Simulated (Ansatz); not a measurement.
Sn: energy along a strain

Sn, I4/mmm, a = 3.182 Å, c = 5.831 Å (as given, not relaxed at this level: -2.8 GPa). This isn't the element's structure at ambient conditions. Ansatz: r2SCAN, PAW, 500 eV, Γ-centred 20×20×20 mesh on 1 atom, Gaussian smearing 0.15 eV; no spin polarisation. Cell vectors (Å): -1.591 1.591 2.916; 1.591 -1.591 2.916; 1.591 1.591 -2.916. The cell is strained by x per cent times the pattern (1 -1 0 0 0 0) in the order xx yy zz yz xz xy (engineering shears), with fractional coordinates held. y is the free energy over the start, V0 = 29.512 Å³/atom. Symmetry makes y even in x.

```
x (%) y (meV/atom)
-6.00             ?
-3.00         11.92
 0.00          0.00
 0.75          0.80
 1.50          3.17
 2.25          6.93
 3.75         18.13
 4.50         25.64
 5.25         34.46
```

Q: Fit y = c2 x² + c4 x⁴ to the other rows, get the stiffness along the pattern, and predict the missing energy.

A: Least squares on the rows shown. y = 1.3495 x² − 0.0037298 x⁴. The clamped-ion stiffness p·C·p = 2 × 13.49 eV × 160.2 / 29.512 Å³ = 147 GPa (second derivative at the start, which stands under stress). With a term in x⁶ added, the coefficient of x² becomes 1.416, 5 % more, which shows how far this figure hangs on the form. At x = -6.00 the fit asked for gives 43.75 meV/atom. The run gave 44.74 meV/atom, so the fit is 0.99 meV/atom too low, 2.2 % of the span of the series, against an rms of 0.13 meV/atom on the fitted rows. The row lies outside the fitted range. With a term in x⁶ added, a fit to the same known rows predicts 45.46 meV/atom, a smaller miss on the other side.